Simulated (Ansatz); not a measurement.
BN:
```
CELL_PARAMETERS angstrom
      2.49773     0.00000     0.00000
     -1.24887     2.16310     0.00000
      0.00000     0.00000    19.77840
ATOMIC_POSITIONS crystal
  B  0.00000 0.00000 0.08348
  N  0.33333 0.66667 0.08358
  B  0.33333 0.66667 0.25001
  N  0.66667 0.33333 0.25010
  B  0.66667 0.33333 0.41639
  N  0.00000 0.00000 0.41645
  B  0.00000 0.00000 0.58348
  N  0.66667 0.33333 0.58358
  B  0.66667 0.33333 0.75001
  N  0.33333 0.66667 0.75010
  B  0.33333 0.66667 0.91639
  N  0.00000 0.00000 0.91645
```

Relaxed with r²SCAN+D4.

**Question.** Give the Bader charges and basin volumes of the independent atoms, plane-wave PAW r²SCAN+D4 (Ansatz code).

**Answer.** 

```
atom  Bader charge (e)  Bader volume (Å³)
----  ----------------  -----------------
B1               +2.30                1.9
N2               -2.30               15.9
B3               +2.30                1.9
N4               -2.30               15.9
B5               +2.30                1.9
N6               -2.30               16.0
```

Space group P6_3mc. The start of the workflow was typed in or built on a structure type. Its sites differ from those of the usual phase in this space group: another stacking or structure type. The cell was relaxed with r²SCAN+D4 under the symmetry of its start; its stability against distortions is not shown here.

Potentials: the earlier of the program's two PAW sets.
